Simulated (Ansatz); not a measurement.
# BaMnO$_{3}$: settings compared (Ansatz)

Input:

```yaml
crystal:
  lattice:
    - [4.01780821, 0.0, 0.0]
    - [0.0, 4.01780821, 0.0]
    - [0.0, 0.0, 4.01780821]
  atoms:
    - { symbol: Ba, position: [0.5, 0.5, 0.5] }
    - { symbol: Mn, position: [0.0, 0.0, 0.0] }
    - { symbol: O, position: [0.0, 0.5, 0.0] }
    - { symbol: O, position: [0.5, 0.0, 0.0] }
    - { symbol: O, position: [0.0, 0.0, 0.5] }
  symmetry: { tolerance: 0.0003 }
kpoints:
  mp_grid: { grid: [5, 5, 5], shift: [0, 0, 0] }
magnetization:
  spin_polarized: false
scf:
  occupations: { method: gaussian, width: 0.0274 }
hamiltonian:
  pseudopotentials: { kind: paw }
  xc: pbesol
  hubbard:
    projectors: atomic
    sites:
      - { species: Mn, l: d, u_eff: 4.45 }
      - { species: O, l: p, u_eff: 2.82 }
basis:
  ecutwfc: 420
output:
  forces: true
  stress: true
  eigenvalues: true
```

Launch command:

```bash
ansatz run input.yaml --threads 1 --pin off --max-ram 2560MiB --backend cpu --events-out ev --progress --plain --runs-dir out
```

Origin of the cell: a known structure type with other elements, at an estimated volume, so it need not be a known compound.

Output of this run (shortened):

```
SCF iter   1: F=—  HF=-11408.342545 eV  Δρ=1.56e-1  dr2=1.48e1
SCF iter   2: F=—  HF=-11411.505273 eV  Δρ=1.94e-1  dr2=2.30e1  defer=7
SCF iter   3: F=—  HF=-11408.393305 eV  Δρ=7.35e-2  dr2=3.52e0  defer=5
SCF iter   4: F=—  HF=-11409.465213 eV  Δρ=1.50e-1  dr2=1.49e1  defer=5  recentre
SCF iter   5: F=—  HF=-11408.615047 eV  Δρ=2.14e-2  dr2=2.55e-1  defer=7
SCF iter   6: F=—  HF=-11408.582936 eV  Δρ=8.42e-3  dr2=5.02e-2  defer=5
SCF iter   7: F=—  HF=-11408.581739 eV  Δρ=5.98e-3  dr2=2.51e-2  defer=4
SCF iter   8: F=—  HF=-11408.579755 eV  Δρ=1.98e-3  dr2=2.69e-3  defer=4
SCF iter   9: F=—  HF=-11408.579495 eV  Δρ=1.67e-4  dr2=1.73e-5  defer=4
SCF iter  10: F=—  HF=-11408.579488 eV  Δρ=4.82e-5  dr2=1.67e-6  defer=4
SCF iter  11: F=-11408.579488 eV  HF=-11408.579488 eV  Δρ=9.70e-6  dr2=5.57e-8
SCF 1 converged in 11 iterations: F = -11408.579488 eV  dr2 = 5.57e-8
SCF converged after 11 iterations
Free energy (F): -11408.579488 eV
Harris-Foulkes:  -11408.579488 eV  (|F-HF|=5.35e-8)
Internal energy: -11408.573157 eV  (E = F + TS)
E sigma→0 (E₀):  -11408.576323 eV
Entropy (-TS):   -0.006331 eV (-1.266 meV/atom)
Fermi energy:    9.665397 eV
--- Per-component energies (eV) ---
  E_band       = -299.283613
  E_kinetic    = 988.274636
  E_local      = -3603.387361  (includes V_loc(G=0)·N_el)
  E_nonlocal   = 439.797836
  E_hartree    = 1443.278633
  E_xc         = -497.271026
  E_vxc        = -559.859356  (∫ρ·V_xc dr)
  E_hubbard    = 7.379751  (on-site DFT+U / exact-exchange correction)
  E_vhub       = -21.039554  (the Hubbard potential's part of the band-sum identity)
  E_paw        = -6860.333174  (= ΣΔE_a)
  E_vpaw       = -429.645050  (= ΣTr[D̂ρ^β])
  E_aug_tail   = 0.007085  (compensation charges beyond the density's cutoff)
  E_ewald      = -3326.746484
  E_core_change = 0.426947  (= ΣΔE_core)
  E_smearing   = -0.006331  (= −TS)
  Σ components = -11408.579488   (vs F -11408.579488, Δ=0.00e0)
--- Forces (eV/Å), atoms counted from 1 ---
  atom   1  Ba    -0.000000    -0.000000     0.000000
  atom   2  Mn    -0.000000    -0.000000     0.000000
  atom   3  O      0.000000     0.000000     0.000000
  atom   4  O      0.000000    -0.000000    -0.000000
  atom   5  O      0.000000     0.000000     0.000000
  max |Σ_I F_I| component: 0.0 eV/Å
--- Stress (GPa, compression-positive) ---
      -20.251453       0.000000       0.000000
        0.000000     -20.251453       0.000000
        0.000000       0.000000     -20.251453
  P = ⅓ Tr σ = -20.2515 GPa (-202.515 kbar)
Occupation matrices written to <dir>
```

The same input was run again with these changes:

1. `scf.occupations.width` 0.0274 → default; `scf.occupations.method` gaussian → tetrahedron_uncorrected; `hamiltonian.hubbard` { projectors: atomic, sites: [{ species: Mn, l: d, u_eff: 4.45 }, { species: O, l: p, u_eff: 2.82 }] } → { sites: [{ species: Mn, l: d, u_eff: 3.0 }], double_counting: amf }
2. `basis.xc_grid` default → 3; `basis.ecutrho_ratio` default → 8
3. `kpoints.mp_grid.grid` [5, 5, 5] → [3, 3, 3]; `kpoints.mp_grid.shift` [0, 0, 0] → [0.5, 0.5, 0.5]
4. `scf.eigensolver.kind` default → davidson; `basis.precision` default → f64; `magnetization` { spin_polarized: false } → { spin_polarized: true } (starts: random); typed moments: Ba1 4, Mn2 1, O3 -0.5, O4 1, O5 4

| run | end | SCF iterations | P (GPa) | max force component (eV/Å) | moment (μB) | ΔE(σ→0) (meV/atom) |
| --- | --- | --- | --- | --- | --- | --- |
| base | converged | 11 | -20.25 | 0.000 | – | 0 |
| 1 | converged | 13 | -18.25 | 0.000 | – | – |
| 2 | converged | 11 | -20.25 | 0.000 | – | 0.00 |
| 3 | converged | 12 | -21.06 | 0.000 | – | -56.18 |
| 4 | converged | 22 | -5.52 | 0.000 | 3.98 | -633.86 |

Energies are compared only where functional, datasets, charge and starting cell are the same.

Not properties of the system: run 3 (too coarse or loose: `kpoints.mp_grid.grid` = [3, 3, 3]).

Caveats of the base run: no spin polarisation, so a magnetic state may lie lower; the k mesh is coarse if the cell is a metal.

Run 4: one start, so the magnetic state may not be the lowest; typed moments were cut to what the open shells hold.

The base run took 4 s on 1 thread of Arm Neoverse N1 (shared host), peak memory 0.32 GiB, from the program's own first density.
